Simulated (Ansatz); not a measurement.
Space group Pm-3m (No. 221). a = 6.104 Å, b = 6.104 Å, c = 6.104 Å, α = 90.00°, β = 90.00°, γ = 90.00°
| atom | site | symmetry | x | y | z |
| --- | --- | --- | --- | --- | --- |
| Sn | 3d | 4/mm.m | 0.5000 | 0.0000 | 0.0000 |
| Pb | 1b | m-3m | 0.5000 | 0.5000 | 0.5000 |
| Se | 3c | 4/mm.m | 0.0000 | 0.5000 | 0.5000 |
| Se | 1a | m-3m | 0.0000 | 0.0000 | 0.0000 |

Equation of state of this Sn3PbSe4 structure (not necessarily the ground state), with shape and atoms relaxed at each volume where symmetry leaves them free. It has no gap at any of these volumes. Computed with DFT PBE, scalar-relativistic, plane waves, PAW in Ansatz.

Settings: cutoff 420 eV, Γ-centred mesh 6×6×6 on the computed 8-atom cell, Gaussian smearing of 0.10 eV; no spin polarisation.

```json
{"V (Å³/atom)": "26.718", "E − E(largest V) (meV/atom)": "3.24", "P (GPa)": "3.38"}
{"V (Å³/atom)": "27.571", "E − E(largest V) (meV/atom)": "-9.79", "P (GPa)": "1.56"}
{"V (Å³/atom)": "28.424", "E − E(largest V) (meV/atom)": "-13.84", "P (GPa)": "0.00"}
{"V (Å³/atom)": "29.276", "E − E(largest V) (meV/atom)": "-10.20", "P (GPa)": "-1.33"}
{"V (Å³/atom)": "30.129", "E − E(largest V) (meV/atom)": "0.00", "P (GPa)": "-2.47"}
```

Fit a third-order Birch–Murnaghan equation, E = E0 + (9V0B0/16)·[(x − 1)³B0' + (x − 1)²(6 − 4x)] with x = (V0/V)^(2/3), to E(V).

V0 = 28.42 Å³/atom, B0 = 48 GPa, B0' = 4.2.

Spin-orbit coupling is left out, which matters for the bands of heavy elements.

The cell was found from a structure generator's guess, not taken from experiment.
